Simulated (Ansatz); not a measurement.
A geometry of SnO$_{2}$ away from equilibrium: step 3 of the relaxation of a generated cell, SnO2 placed in the baddeleyite structure type. Calculation: r2SCAN (plane waves to 500 eV, PAW, scalar-relativistic; Ansatz, a first-principles code). Γ-centred k-mesh 4×4×4 on the run's cell (coarser than for final values), Fermi–Dirac smearing 0.05 eV. The plane waves were selected for a different cell earlier on the path.

```xyz
12
Lattice="5.1221 0.0000 0.0498 0.0000 5.1067 0.0000 -0.7975 0.0000 5.1997" Properties=species:S:1:pos:R:3 pbc="T T T"
Sn     1.2217     0.1691     1.0738
Sn     3.5017     2.7224     1.5758
Sn     3.1029     4.9377     4.1756
Sn     0.8230     2.3843     3.6737
O      0.1192     1.6948     1.8189
O      4.6042     4.2482     0.8307
O      4.2055     3.4120     3.4306
O     -0.2796     0.8586     4.4187
O      1.9187     3.8683     2.4891
O      2.8047     1.3150     0.1605
O      2.4060     1.2384     2.7603
O      1.5199     3.7918     5.0890
```

### Question
What forces act on the atoms (eV/Å)?

### Answer
```tsv
atom	Fx	Fy	Fz
Sn1	0.10	-0.23	-0.10
Sn2	-0.10	-0.23	0.10
Sn3	-0.10	0.23	0.10
Sn4	0.10	0.23	-0.10
O5	0.03	-0.06	0.01
O6	-0.03	-0.06	-0.01
O7	-0.03	0.06	-0.01
O8	0.03	0.06	0.01
O9	-0.21	-0.06	-0.27
O10	0.21	-0.06	0.27
O11	0.21	0.06	0.27
O12	-0.21	0.06	-0.27
```

The path ends in Pbcn (No. 60). No spin polarisation in the result.

The run could not lose the symmetry of its start; a randomly shaken copy of 12 atoms returns to this structure.

The first start was generated by placing the elements on the sites of a structure type. Materials Project lists a structure of SnO2 in the same space group, Pbcn (No. 60); the sites were not compared with it, nor with measured phases. Known forms of SnO2 include space group No. 136.
